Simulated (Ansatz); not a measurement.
Sc:
```cif
data_Sc4
_chemical_formula_sum 'Sc4'
_space_group_name_H-M_alt 'P63/mmc'
_space_group_IT_number 194
_space_group_name_Hall '-P 6c 2c'
_cell_length_a 3.24176
_cell_length_b 3.24176
_cell_length_c 10.36133
_cell_angle_alpha 90.000
_cell_angle_beta 90.000
_cell_angle_gamma 120.000
loop_
_atom_site_label
_atom_site_type_symbol
_atom_site_symmetry_multiplicity
_atom_site_Wyckoff_symbol
_atom_site_fract_x
_atom_site_fract_y
_atom_site_fract_z
_atom_site_occupancy
Sc1 Sc 2 a 0.00000 0.00000 0.00000 1
Sc2 Sc 2 c 0.33333 0.66667 0.25000 1
```

Relaxed with PBEsol.

Question: Decompose the optical modes at the zone centre into irreducible representations, and say which are infrared and Raman allowed.

Answer: Point group 6/mmm: Γ_opt = A2u + B1g + B2u + E1u + E2g + E2u. Infrared: A2u, E1u. Raman: E2g.

Question: Assign frequencies (DFPT, DFT-PBEsol in the program Ansatz with PAW potentials).

Answer: E2u 83, E2g 88, E1u 125, B2u 156, B1g 165, A2u 215 cm⁻¹.

Subscripts of B labels follow the axes of the standard setting.

Space group P6_3/mmc (dhcp (α-La type)). The start of the workflow was typed in or built on a structure type. Its sites differ from those of the usual phase in this space group: another stacking or structure type. The PBEsol relaxation kept the symmetry of its start; its stability against distortions is not shown here. No spin polarisation was allowed. As this level gives no gap, phonon frequencies hold no LO–TO term and depend on the k-mesh and smearing (Fermi–Dirac, 0.1 eV here).

Potentials: the earlier of the program's two PAW sets. The files were generated under PBE; for other functionals the program regenerates the frozen cores, and for LDA and PBEsol the local potential too.
